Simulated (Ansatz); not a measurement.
**Find the missing element**

Cell vectors (Å):

```
 2.4889  0.0000  0.0000
-1.2445  2.1555  0.0000
 0.0000  0.0000  6.4945
```

```csv
atom,a,b,c
X,0.3333,0.6667,0.2500
X,0.6667,0.3333,0.7500
N,0.3333,0.6667,0.7500
N,0.6667,0.3333,0.2500
```

Level of theory: LDA, all-electron LAPW in Ansatz 0.2.0, scalar-relativistic. k mesh 8×8×4, fixed occupations.

Harmonic phonons of a crystal by Kohn-Sham DFT at the given cell, standard atomic masses, acoustic sum rule imposed; negative wavenumbers are unstable modes.

```
point  q a (r.l.u.)  q b (r.l.u.)  q c (r.l.u.)  branch  phonon wavenumber (cm⁻¹)
Gamma             0             0             0       4                        50
Gamma             0             0             0       6                     112.3
Gamma             0             0             0       7                       750
Gamma             0             0             0       8                     809.1
Gamma             0             0             0       9                      1386
```

Q: All X atoms are one element. Which one was computed?

A: B; the crystal is BN (P6_3/mmc).

Known limits: no dispersion correction, so the spacing and stiffness between layers or molecules are poor; zone-boundary modes aren't tested; no LO-TO term at the zone centre.
